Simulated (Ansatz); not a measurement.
Consider the following.

TiAl2O5:
```cif
data_Al8O20Ti4
_chemical_formula_sum 'Ti4 Al8 O20'
_space_group_name_H-M_alt 'Cmcm'
_space_group_IT_number 63
_space_group_name_Hall '-C 2c 2'
_cell_length_a 3.60350
_cell_length_b 9.36088
_cell_length_c 9.64234
_cell_angle_alpha 90.000
_cell_angle_beta 90.000
_cell_angle_gamma 90.000
loop_
_atom_site_label
_atom_site_type_symbol
_atom_site_symmetry_multiplicity
_atom_site_Wyckoff_symbol
_atom_site_fract_x
_atom_site_fract_y
_atom_site_fract_z
_atom_site_occupancy
Ti1 Ti 4 c 0.00000 0.31512 0.25000 1
Al1 Al 8 f 0.00000 0.64076 0.05616 1
O1 O 8 f 0.00000 0.18765 0.06676 1
O2 O 8 f 0.00000 0.45532 0.11760 1
O3 O 4 c 0.00000 0.73579 0.25000 1
```
(The calculation used a cell of 16 atoms; values per cell refer to that cell.)

This is the PBEsol-relaxed structure.

Task: All from the program Ansatz at the PBEsol level (PAW), unless another level is named. Estimate the zero-point energy.

Result: 82.7 meV/atom.

Task: And the Debye temperature from the elastic constants?

Result: 791 K.

The first step of the workflow began from a Materials Project structure, measured or hypothetical; the Crystallography Open Database copy checked does not list it. Whether it is the stable phase at ambient conditions was not checked. Symmetry was held in the PBEsol relaxation; its stability against distortions is not shown here. The run is not spin-polarised.

Potentials: the later of the program's two PAW sets.
